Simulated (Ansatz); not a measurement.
## Fields on a plane of Te (trigonal-Te type, space group P3_121)

```yaml
crystal:
  lattice:
    - [4.52111, 0.00000, 0.00000]
    - [-2.26056, 3.91540, 0.00000]
    - [0.00000, 0.00000, 5.95492]
  atoms:
    - { symbol: Te, position: [0.26812, 0.00000, 0.33333] }
    - { symbol: Te, position: [0.00000, 0.26812, 0.66667] }
    - { symbol: Te, position: [0.73188, 0.73188, 0.00000] }
```

The slice is a (-1 1 0 2) plane (indices of the conventional cell) through the point (0.268, 0.000, 0.333) (fractional), spanned by u = [110] and v = [1 -1 1] in vectors of this cell: u (4.52 Å) and v (9.84 Å, at 90° to u). It covers one period; positions are fractions (u, v).

Atoms on it: Te at (0.00, 0.00). Other atoms lie within 1 Å of the plane.

Level of theory: PBE (plane waves to 420 eV, PAW, scalar-relativistic; Ansatz, an electronic-structure program). k mesh 9×9×6. These are valence fields of a PAW run, semicore shells included where kept as valence: close to a nucleus they are smooth pseudo fields. Spin-orbit coupling is left out, though Te is heavy. Te was relaxed with its symmetry unable to fall. The PAW data are Ansatz's earlier set.

```
|x:#@= .=#+:|
|+*@%::-=**+|
|#%%-:+**###|
|==::+%#*##+|
|.  :%%####=|
|   :%@%%%#-|
|   .+@@@%+.|
|    .+##+: |
|...   .:.  |
|:-:.      .|
|+*+-.    .:|
|#%#+:    .=|
|###=:... .=|
|=+===+*+:.:|
|.:-=**#%#:.|
| .=*+=+#@*.|
| .**=::+%#.|
| .#%+::+#*.|
| .+@#++**-.|
|=::#@%#*-:=|
|%#=:+*+--%@|
|**#+...:%@#|
|x:*%-  +@#:|
|xx*@+  +%+x|
```
Scale: ten equal steps from 0.01 (start of ' ') to 0.76 (end of '@'), in the order ' .:-=+*#%@'. Values: electron localisation function (ELF). The map has 11 points along u (one character each, u = 0 at the left) and 24 along v (v = 0 in the bottom row). Points within 0.5 Å of a nucleus are blanked (x), as the pseudised field means little there.

```
|xxx389871xx|
|xx06876540x|
|02687410231|
|78885000046|
|999850xx037|
|99986000058|
|99998522478|
|99999877889|
|89999999999|
|88899999998|
|77789999998|
|65679999998|
|65678999998|
|76677667998|
|88751002789|
|98710xx0289|
|9960xxxx069|
|9960xxxx069|
|9972xxxx179|
|78862001688|
|02577667762|
|xx05899860x|
|xxx289982xx|
|xxx089970xx|
```
Scale: ten equal steps from -2.00 (start of '0') to 6.54 (end of '9'), in the order '0123456789'. Values: electrostatic potential energy of an electron, from the cell's mean, in eV. The map has 11 points along u (one character each, u = 0 at the left) and 24 along v (v = 0 in the bottom row). Points within 1 Å of a nucleus are blanked (x), as the pseudised field means little there. Values under -2 eV are set to -2. The zero, the cell's mean, hangs on the PAW cores.
